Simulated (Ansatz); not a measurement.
TePb:
```
TePb
1.0
    0.00000     3.22171     3.22171
    3.22171     0.00000     3.22171
    3.22171     3.22171     0.00000
Te Pb
1 1
Direct
  0.00000   0.00000   0.00000
  0.50000   0.50000   0.50000
```

Relaxed with PBEsol. Special points in fractions of this cell's reciprocal vectors: Γ (0.000, 0.000, 0.000); X (0.500, 0.000, 0.500); U (0.625, 0.250, 0.625); K (0.375, 0.375, 0.750); L (0.500, 0.500, 0.500); W (0.500, 0.250, 0.750).

### Question
List the band energies nearest the valence-band maximum at these points for the program Ansatz at the PBEsol with spin–orbit coupling level (PAW).

### Answer
In eV from the valence-band maximum; about four levels below and three above (degenerate sets whole), none deeper than 8.9 eV; points with the same levels are listed once.

```
k                    below                          above
-  -----------------------  -----------------------------
Γ  -0.99 -0.99 -0.99 -0.99  2.64 2.64 4.77 4.77 4.77 4.77
X  -3.22 -3.22 -2.49 -2.49            3.27 3.27 4.59 4.59
U  -2.58 -2.58 -1.88 -1.88            3.10 3.10 4.11 4.11
L    -0.62 -0.62 0.00 0.00            0.15 0.15 1.29 1.29
W  -3.84 -3.84 -0.33 -0.33            1.53 1.53 5.17 5.17
```

Space group Fm-3m (rock salt). Symmetry was held in the PBEsol relaxation.

Potentials: the earlier of the program's two PAW sets. The files were generated under PBE; for other functionals the program regenerates the frozen cores, and for LDA and PBEsol the local potential too.
